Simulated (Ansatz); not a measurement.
NbC (rock salt, Fm-3m), a = 4.4497 Å, b = 4.4497 Å, c = 4.4497 Å, α = 90.00°, β = 90.00°, γ = 90.00°; the cell used has 2 atoms.

Relaxed with PBEsol.

### Question
Which orbitals make up the states near the Fermi level in plane-wave PAW PBEsol (Ansatz code)?

### Answer
Within 0.5 eV of the Fermi level: Nb 4d 71 %, C 2p 25 %. Projections are on Löwdin-orthogonalised atomic valence shells; empty p or d shells of many metals are not among them.

### Question
Tabulate the density of states.

### Answer
States/eV per cell of 2 atoms, in 0.25 eV bins, energy from the Fermi level.

```
E (eV)  total  Nb 4d  C 2p  C 2s
------  -----  -----  ----  ----
-7.85    0.00   0.00  0.00  0.00
-7.60    0.05   0.02  0.02  0.00
-7.35    0.15   0.07  0.06  0.00
-7.10    0.25   0.11  0.10  0.01
-6.85    0.37   0.16  0.15  0.01
-6.60    0.55   0.23  0.23  0.02
-6.35    0.82   0.34  0.36  0.02
-6.10    0.87   0.35  0.39  0.02
-5.85    0.92   0.37  0.43  0.02
-5.60    0.99   0.37  0.49  0.02
-5.35    0.76   0.29  0.38  0.02
-5.10    1.11   0.51  0.53  0.02
-4.85    1.88   0.90  0.88  0.03
-4.60    3.14   1.50  1.46  0.06
-4.35    4.40   2.22  1.96  0.04
-4.10    2.36   1.15  1.11  0.02
-3.85    1.30   0.68  0.58  0.01
-3.60    0.94   0.49  0.42  0.01
-3.35    0.75   0.38  0.35  0.01
-3.10    0.61   0.30  0.29  0.01
-2.85    0.51   0.24  0.25  0.00
-2.60    0.43   0.20  0.22  0.00
-2.35    0.36   0.16  0.19  0.00
-2.10    0.27   0.11  0.15  0.00
-1.85    0.27   0.12  0.14  0.00
-1.60    0.33   0.16  0.16  0.00
-1.35    0.48   0.24  0.22  0.00
-1.10    0.60   0.33  0.24  0.01
-0.85    0.60   0.36  0.21  0.01
-0.60    0.62   0.40  0.20  0.01
-0.35    0.67   0.45  0.19  0.01
-0.10    0.70   0.49  0.18  0.01
0.15     0.75   0.54  0.18  0.01
0.40     0.80   0.59  0.17  0.02
0.65     0.87   0.65  0.18  0.02
0.90     0.97   0.73  0.19  0.02
1.15     1.15   0.87  0.22  0.03
1.40     1.10   0.86  0.18  0.03
1.65     1.23   0.96  0.21  0.02
1.90     1.71   1.38  0.25  0.03
2.15     1.99   1.66  0.25  0.04
2.40     1.73   1.41  0.24  0.03
2.65     1.43   1.13  0.23  0.02
2.90     1.27   0.90  0.31  0.01
3.15     1.75   1.08  0.55  0.02
3.40     4.47   3.39  0.92  0.02
3.65     0.54   0.34  0.16  0.02
3.90     0.49   0.28  0.16  0.02
4.15     0.52   0.29  0.17  0.03
4.40     0.53   0.29  0.17  0.04
4.65     0.57   0.30  0.17  0.05
```

The PBEsol relaxation kept the symmetry of its start; of distortions, only those at the zone centre were tested. The run is not spin-polarised. Scalar-relativistic: spin–orbit coupling is off unless named, which matters more the heavier the elements.

Potentials: the later of the program's two PAW sets.
